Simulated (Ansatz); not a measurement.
**Trial structures of MgBe2Te2O: starts and ends**

Level of theory: DFT PBE, scalar-relativistic, plane waves, PAW (Ansatz 0.2.0). Settings: cutoff 420 eV, Γ-centred meshes spaced at most about 0.3 Å⁻¹, and about 0.25 Å⁻¹ or finer for metals (2π included), Gaussian smearing. No spin polarisation in the final relaxations.

Each guess was relaxed in cell and atoms at zero pressure, within the symmetry of its start. Temperature and zero-point effects are left out. Coordination counts O or Te atoms around Be and Mg (for each partner element, those within 1.25 times its shortest distance or 1.15 times the sum of covalent radii, where it is the nearest in units of that sum or under 1.3; a plus sign parts groups by distance over the sum of covalent radii; the shortest distance is added where it exceeds 1.18 times the sum of covalent radii).

```csv
guess,made from,start group,V start (Å³/atom),end group,V end (Å³/atom),coordination at the end,gap on mesh (eV),E over the lowest end (meV/atom)
1,random cell,P6/mmm,22.5,P6/mmm,17.4,"Mg 2 from 2.5 Å, Be 2",0,968
2,Pr2FeSi2Ru type,P-4m2,19.5,?,?,?,?,?
3,LaYMn2Si2 type,P4mm,19.1,P4mm,22.8,"Mg 5, Be 2+2",0,0
4,YCr2Si2C type,P4/mmm,16.7,P4/mmm,16.9,"Mg 8, Be 6",0,28
5,random cell,P6/mmm,21.6,P6/mmm,24.4,"Mg 2, Be 6 from 3.7 Å",0,1193
6,LiCeCu2P2 type,P-3m1,16.0,P-3m1,17.6,"Mg 6, Be 3",0,754
```

Guess 2 as it starts:

```xyz
6
Lattice="4.0999 0.0000 0.0000 0.0000 4.0999 0.0000 0.0000 0.0000 6.9443" Properties=species:S:1:pos:R:3 pbc="T T T"
Mg    0.0000    0.0000    0.0000
Be    2.0499    0.0000    5.7829
Be    0.0000    2.0499    1.1613
Te    2.0499    0.0000    2.2104
Te    0.0000    2.0499    4.7338
O     2.0499    2.0499    0.0000
```

**Question.** Fill in the missing row: what does this guess relax into, and where does it rank?

**Answer.** It ends in space group P-4m2 (No. 115), with a = 3.331 Å, c = 10.560 Å, 19.5 Å³/atom and no gap. It lies 255 meV/atom over the lowest end, above guess 4 and below guess 6. Counting O or Te atoms around Be and Mg, this end has Mg 4, Be 5 and the lowest (guess 3) has Mg 5, Be 2+2.

```cif
data_structure
_symmetry_space_group_name_H-M 'P 1'
_symmetry_Int_Tables_number 1
_cell_length_a 3.3309
_cell_length_b 3.3309
_cell_length_c 10.5598
_cell_angle_alpha 90.000
_cell_angle_beta 90.000
_cell_angle_gamma 90.000
_cell_volume 117.16
loop_
_atom_site_label
_atom_site_type_symbol
_atom_site_fract_x
_atom_site_fract_y
_atom_site_fract_z
_atom_site_occupancy
Mg1 Mg 0.00000 0.00000 0.00000 1
Be1 Be 0.50000 0.00000 0.57040 1
Be2 Be 0.00000 0.50000 0.42960 1
Te1 Te 0.50000 0.00000 0.33984 1
Te2 Te 0.00000 0.50000 0.66016 1
O1 O 0.50000 0.50000 0.00000 1
```

Energies over the elements count from the elements' standard structures at the same level (O₂ as a molecule), with no fitted energy shifts.

**Question.** Is the lowest end bound against the elements?

**Answer.** Yes: its formation energy is −0.61 eV/atom. It lies below the elements, which doesn't yet make it stable against other compounds or structures.

Weakly bound directions are ill-defined at this level, which has no dispersion term (P4mm, P-4m2, P-3m1), and this can change margins and order among such cells. Spin–orbit coupling, which can matter for Te, is left out. The zero gap of P-3m1 may come from the functional, which often closes small gaps, or the cell may be a true semimetal. The reference form of Te is held partly by dispersion forces, which this level lacks. Cells relaxed within their symmetry can be saddle points. A lower structure may well exist outside this small set. Some candidate types were left out of the draw beforehand, so a known form may be missing.
